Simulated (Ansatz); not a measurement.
A geometry of S away from equilibrium: step 2 of the relaxation of a relaxed S cell displaced along its unstable phonon at q = (0, 0, ½) of its primitive reciprocal cell (734i cm⁻¹), largest move 0.15 Å. The numbers are results of PBE (plane waves to 420 eV, PAW, scalar-relativistic; Ansatz, a quantum-chemistry and plane-wave program), not measurements. Γ-centred k-mesh 9×9×2 on the run's cell (coarser than for final values), Fermi–Dirac smearing 0.05 eV.

```xyz
8
Lattice="3.9906 0.0000 0.0000 -1.9953 3.5113 0.0000 0.0000 -0.0001 16.1470" Properties=species:S:1:pos:R:3:forces:R:3 pbc="T T T" free_energy=-7211.084 pressure_GPa=0.4
S      0.0000    -0.0089     2.0329    0.0000   -0.0917    0.0122
S      0.0000    -0.0020    10.0791    0.0000    0.3069   -0.0096
S      0.0000     0.1970     6.0539    0.0000    0.3910    0.0001
S      0.0000    -0.1757    14.1282    0.0000   -0.4921   -0.0002
S      0.0000     2.3244     2.0320    0.0000    0.0884   -0.0116
S      0.0000     2.3163    10.0798    0.0000   -0.3104    0.0095
S      1.9953     1.0086     6.0539    0.0000   -0.3867   -0.0006
S      1.9953     1.3625    14.1283    0.0000    0.4947    0.0001
```

Positions in Å, forces in eV/Å, free energy of the cell in eV (comparable only within this code, potentials and settings). Largest force: 0.49 eV/Å, on S4, S8 (atoms numbered as listed); the geometry lies 0.34 to 0.35 eV/atom (the two k-meshes of the run give this range) above the end of its relaxation.

No spin polarisation in the result.

The end of the path is a generated cell of S: the first start was made by placing the elements on the sites of a structure type, and the end was not matched to a known phase here, so it may be hypothetical.
